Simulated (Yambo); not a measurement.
Yambo run on CsOH (space group Cmc2_1, No. 36). The wavefunctions are PBEsol (Quantum ESPRESSO, PseudoDojo norm-conserving, 84 Ry, scalar-relativistic) ones on a 4×4×2 mesh (16 occupied bands); a = 6.0878 Å, b = 6.0878 Å, c = 4.5043 Å, α = 90.00°, β = 90.00°, γ = 138.41°.

Yambo input:

```
rim_cut
HF_and_locXC
RandQpts= 1000000
RandGvec= 1 Ry
EXXRLvcs= 84 Ry
VXCRLvcs= 336 Ry
% QPkrange
 1 | 1 | 16 | 17 |
 2 | 2 | 16 | 17 |
 5 | 5 | 16 | 17 |
 6 | 6 | 16 | 17 |
 13 | 13 | 16 | 17 |
 14 | 14 | 16 | 17 |
%
```

k points by index: 1 = Γ, 2 = (0, 0, -0.5), 5 = (0, -0.5, 0), 6 = (0, -0.5, -0.5), 13 = (-0.5, -0.5, 0), 14 = (-0.5, -0.5, -0.5).

The o-*.hf file then holds:

```
#    K-point    Band    Eo [eV]    Ehf [eV]    Vxc [eV]    Vnlxc [eV]
#
    1    16    0.000000    -5.760674    -18.23218    -23.99286
    1    17    3.723432    7.922397    -8.479754    -4.280789
    2    16    -0.287624    -5.863121    -17.80277    -23.37827
    2    17    5.106931    9.387592    -8.594000    -4.313339
    5    16    -0.379845    -6.032577    -17.69170    -23.34443
    5    17    5.341260    9.542980    -9.503109    -5.301389
    6    16    -0.038424    -5.628388    -18.03080    -23.62076
    6    17    5.120800    9.475473    -8.700971    -4.346299
    13    16    -0.059029    -5.863191    -18.17341    -23.97758
    13    17    4.024131    8.142932    -7.854981    -3.736180
    14    16    -0.460038    -6.275845    -17.37048    -23.18629
    14    17    5.196662    9.497699    -9.155714    -4.854678
```
Exchange alone, without screening.

Geometry of the Materials Project entry, not relaxed at this level.

The structure is a Materials Project entry; no match was found in the copy of COD used, and its stability was not checked.
